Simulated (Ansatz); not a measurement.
Re (bcc (W type), Im-3m) at seven volumes, PBEsol (plane waves, PAW; program Ansatz), scaled uniformly. One row is withheld.

| V (Å³/atom) | P (GPa) |
|---|---|
| 13.364 | 44.27 |
| 13.805 | 27.02 |
| 14.245 | 12.41 |
| 14.686 | 0.00 |
| 15.126 | ? |
| 15.567 | -19.45 |
| 16.008 | -26.99 |

Fit the shown pressures and predict the withheld one.

Third-order Birch–Murnaghan: P = (3/2)B₀(x^(7/2) − x^(5/2))[1 + (3/4)(B′ − 4)(x − 1)] with x = (V₀/V)^(2/3). Least squares on the six rows gives V₀ = 14.686 Å³/atom, B₀ = 379.8 GPa, B′ = 4.47. At V = 15.126, x = 0.9805 and P = -10.50 GPa. The run itself gave -10.53 GPa.

The start of the workflow was typed in or built on a structure type; the Crystallography Open Database copy checked does not list it. It is not the phase usual at ambient conditions (space group No. 194). The PBEsol relaxation kept the symmetry of its start. At this level the phase is mechanically unstable. No spin polarisation was allowed. Spin–orbit coupling is left out wherever it is not named.

Potentials: the earlier of the program's two PAW sets. The files were generated under PBE; for other functionals the program regenerates the frozen cores, and for LDA and PBEsol the local potential too.
